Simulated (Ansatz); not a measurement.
Ca3SbN:
Space group Pm-3m (No. 221); a = b = c = 4.803 Å, α = β = γ = 90.00°

| atom | site | symmetry | x | y | z |
|---|---|---|---|---|---|
| Ca | 3c | 4/mm.m | 0.0000 | 0.5000 | 0.5000 |
| Sb | 1a | m-3m | 0.0000 | 0.0000 | 0.0000 |
| N | 1b | m-3m | 0.5000 | 0.5000 | 0.5000 |

Relaxed with PBEsol. Independent-particle spectrum: no excitons, no local fields, no scissors shift; 0.1 eV broadening; ε₁ of the summed bands alone.

**Question.** Tabulate the dielectric function from plane-wave PAW PBEsol (Ansatz code).

**Answer.** 

| E (eV) | ε₁ xx | ε₂ xx |
|---|---|---|
| 0.0 | 12.22 | 0.00 |
| 0.4 | 13.32 | 2.08 |
| 0.8 | 11.16 | 2.60 |
| 1.2 | 11.23 | 2.34 |
| 1.6 | 12.86 | 3.23 |
| 2.0 | 13.25 | 6.70 |
| 2.4 | 11.13 | 8.74 |
| 2.8 | 9.10 | 10.50 |
| 3.2 | 7.15 | 9.90 |
| 3.6 | 7.38 | 9.64 |
| 4.0 | 7.35 | 16.89 |
| 4.4 | -5.66 | 15.73 |
| 4.8 | -5.26 | 5.29 |
| 5.2 | -2.17 | 5.68 |
| 5.6 | -1.78 | 5.21 |
| 6.0 | -2.12 | 4.82 |
| 6.4 | -1.67 | 2.89 |
| 6.8 | -0.77 | 2.45 |
| 7.2 | 0.49 | 3.56 |
| 7.6 | -1.36 | 3.91 |
| 8.0 | -1.97 | 2.92 |
| 8.4 | -1.52 | 1.85 |
| 8.8 | -0.96 | 1.80 |
| 9.2 | -0.82 | 1.21 |
| 9.6 | -0.16 | 1.39 |
| 10.0 | -0.28 | 1.45 |
| 10.4 | -0.62 | 1.45 |
| 10.8 | -0.49 | 1.22 |
| 11.2 | -0.48 | 1.07 |
| 11.6 | -0.45 | 0.89 |
| 12.0 | -0.39 | 0.58 |

**Question.** From ε at 0.9 eV (xx: 11.05 + 2.52i), find n, k, the normal reflectivity and the absorption coefficient.

**Answer.** n = 3.35, k = 0.377, R = 30 %, α = 2kE/ħc = 34000 cm⁻¹.

With all bands, ε∞ without local fields is 12.3. DFPT, with local fields, gives 11.4.

The workflow started from a Materials Project entry (that database holds measured and hypothetical structures alike); the Crystallography Open Database copy checked does not list it. Its standing as an ambient phase is unchecked. The cell was relaxed with PBEsol under the symmetry of its start; whether a distortion lowers the energy is not shown. Scalar-relativistic: spin–orbit coupling is off unless named, which matters more the heavier the elements.

Potentials: the later of the program's two PAW sets.
